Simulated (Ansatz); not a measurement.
## Computed properties of TaP

TaP:
```
CELL_PARAMETERS angstrom
      3.28205     0.00000     0.00000
     -1.64102     2.84234     0.00000
      0.00000     0.00000     3.31663
ATOMIC_POSITIONS crystal
  Ta 0.66667 0.33333 0.00000
  P  0.00000 0.00000 0.50000
```

Space group P-6m2 (No. 187); conventional cell a = b = 3.282 Å, c = 3.317 Å, α = β = 90.00°, γ = 120.00°.

Method: PBEsol in the plane-wave PAW code Ansatz. The cell and atoms are relaxed at this level. Other levels are named where they apply.

Cell and energy:

* **Volume per atom**: 15.47 Å³
* **Density**: 11.37 g/cm³
* **Formation energy from the elements (no fitted shifts)**: -1.03 eV/atom

Electronic structure:

- Electronic character = metallic (no gap)
- Density of states at the Fermi level = 0.14 states/eV per atom (mean over ±0.08 eV)
- Gap with spin–orbit coupling = none (metallic)

Mechanics:

Bulk modulus (Birch–Murnaghan fit): 210 GPa
Pressure derivative B′: 4.1
Elastic constants (relaxed ions, GPa): C11 = 310, C12 = 124, C13 = 169, C33 = 446, C44 = 215
Mechanical stability: stable (all eigenvalues of C positive)
Hill bulk and shear moduli: 215 and 134 GPa
Young's modulus: 333 GPa
Poisson's ratio: 0.24
Debye temperature from the elastic constants: 455 K

Phonons:

- Highest zone-centre frequency: 368 cm⁻¹
- Zone-centre stability: no imaginary mode at Γ

The workflow started from a Materials Project entry (that database holds measured and hypothetical structures alike); the Crystallography Open Database copy checked does not list it. COD files the formula under space group No. 141, so this cell is another polymorph or a model. Whether it is the stable phase at ambient conditions was not checked. The cell was relaxed with PBEsol under the symmetry of its start. No spin polarisation was allowed. As this level gives no gap, shear constants depend on the k-mesh and smearing (Fermi–Dirac, 0.1 eV here). As this level gives no gap, phonon frequencies hold no LO–TO term and depend on the k-mesh and smearing (Fermi–Dirac, 0.1 eV here). The references are the lowest solids computed at this level, not always the standard phases. Spin–orbit coupling is left out wherever it is not named.

Potentials: the later of the program's two PAW sets.
